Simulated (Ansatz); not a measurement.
Ti-49 nuclear quadrupole resonance in TiO₂ under strain

Cell: a COD entry, relaxed with PBE at fixed cell and then changed (z compressed by 2 %, ions relaxed).

```
Ti O
1.0
     5.14500    0.00000    0.00000
     0.00000    9.18500    0.00000
     0.00000    0.00000    5.33806
Ti O
8 16
Direct
  0.13881 0.12911 0.90406
  0.63881 0.37089 0.09594
  0.86119 0.62911 0.59594
  0.36119 0.87089 0.40406
  0.86119 0.87089 0.09594
  0.36119 0.62911 0.90406
  0.13881 0.37089 0.40406
  0.63881 0.12911 0.59594
  0.46346 0.23014 0.89090
  0.96346 0.26986 0.10910
  0.53654 0.73014 0.60910
  0.03654 0.76986 0.39090
  0.53654 0.76986 0.10910
  0.03654 0.73014 0.89090
  0.46346 0.26986 0.39090
  0.96346 0.23014 0.60910
  0.81710 0.00883 0.84732
  0.31710 0.49117 0.15268
  0.18290 0.50883 0.65268
  0.68290 0.99117 0.34732
  0.18290 0.99117 0.15268
  0.68290 0.50883 0.84732
  0.81710 0.49117 0.34732
  0.31710 0.00883 0.65268
```

Sites (sets of like atoms) are named by element and the number of their first atom in this list.

All values are calculated (Ansatz; DFT, PBE, plane waves and PAW, scalar-relativistic, 420 eV cutoff, Γ-centred 5×3×5 k-points, Fermi–Dirac smearing 0.02 eV), not measured.

Ti-49: I = 7/2, Q = 247.0 mb (year-2017 value). Static lattice, zero field.

Problem. Predict the zero-field Ti-49 lines of each site.

Solution. For I = 7/2 and η = 0 the lines are |C_Q|/14 times 1, 2 and 3; η shifts the lowest up most. At large η the states mix, and weaker lines appear at sums of the main ones; lines under 5 % of the strongest are left out.

| site | atoms | V_zz (10²¹ V/m²) | C_Q (MHz) | η | line frequencies (MHz) |
| --- | --- | --- | --- | --- | --- |
| Ti | 1, 2, 3, 4, 5, 6, … | 2.21 | 13.2 | 0.44 | 1.45, 1.76, 2.78, 3.21 |

Problem. And for 47Ti (I = 5/2, Q = 302.0 mb) on Ti?

Solution. C_Q scales with Q to 16.2 MHz, with lines at 2.89, 4.68 MHz.

At this changed cell the PBE pressure is 9 GPa.
